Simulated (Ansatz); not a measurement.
SnO₂ (rutile)

```xyz
6
Lattice="4.8276 0.0000 0.0000 0.0000 4.8276 0.0000 0.0000 0.0000 3.2382" Properties=species:S:1:pos:R:3 pbc="T T T"
Sn     0.0000     0.0000     0.0000
Sn     2.4138     2.4138     1.6191
O      1.4800     1.4800     0.0000
O      3.8938     0.9338     1.6191
O      0.9338     3.8938     1.6191
O      3.3475     3.3475     0.0000
```

The slice is a (-1 1 0) plane (indices of the conventional cell) through the point (0.000, 0.000, 0.000) (fractional), spanned by u = [001] and v = [110] in vectors of this cell: u (3.24 Å) and v (6.83 Å, at 90° to u). It covers one period; positions are fractions (u, v).

Computed with PBE (plane waves to 420 eV, PAW, scalar-relativistic; Ansatz, a program for electronic structure). k mesh 7×7×10. Inside the PAW spheres the values are not all-electron values, and peaks at nuclei hang on which shells count as valence. SnO2 was relaxed with its symmetry unable to fall.

### Question
What is the ELF at the density minimum of the shortest Sn–O line in this plane (2.09 Å)?

### Answer
0.32.

### Question
What is the valence density on the shortest Sn–O line in this plane (2.09 Å), at its minimum between the atoms?

### Answer
0.63 e/Å³.

### Question
Sketch the electrostatic potential energy of an electron, from the cell's mean on this plane as a map.

### Answer
```
|xxxxxx000066660000xxxx|
|xxxxxx003377773300xxxx|
|xx00001166888866110000|
|0000336688999988663300|
|xxxxxx889999999988xxxx|
|xxxxxx889999999988xxxx|
|xxxxxxxx77666677xxxxxx|
|xxxxxx441100001144xxxx|
|xxxxxx0000xxxx0000xxxx|
|xxxx0000xxxxxxxx0000xx|
|664400xxxxxxxxxxxx0044|
|663300xxxxxxxxxxxx0033|
|664400xxxxxxxxxxxx0044|
|xxxx0000xxxxxxxx0000xx|
|xxxxxx0000xxxx0000xxxx|
|xxxxxx441100001144xxxx|
|xxxxxxxx77666677xxxxxx|
|xxxxxx889999999988xxxx|
|xxxxxx889999999988xxxx|
|0000336688999988663300|
|xx00001166888866110000|
|xxxxxx003377773300xxxx|
|xxxxxx000066660000xxxx|
|xxxxxxxx00555500xxxxxx|
```
Scale: ten equal steps from -3.00 (start of '0') to 5.76 (end of '9'), in the order '0123456789'. Values: electrostatic potential energy of an electron, from the cell's mean, in eV. The map has 11 points along u (two characters each, u = 0 at the left) and 24 along v (v = 0 in the bottom row). Points within 0.9 Å of a nucleus are blanked (x), as the pseudised field means little there. Values under -3 eV are set to -3. The zero, the cell's mean, hangs on the PAW cores.
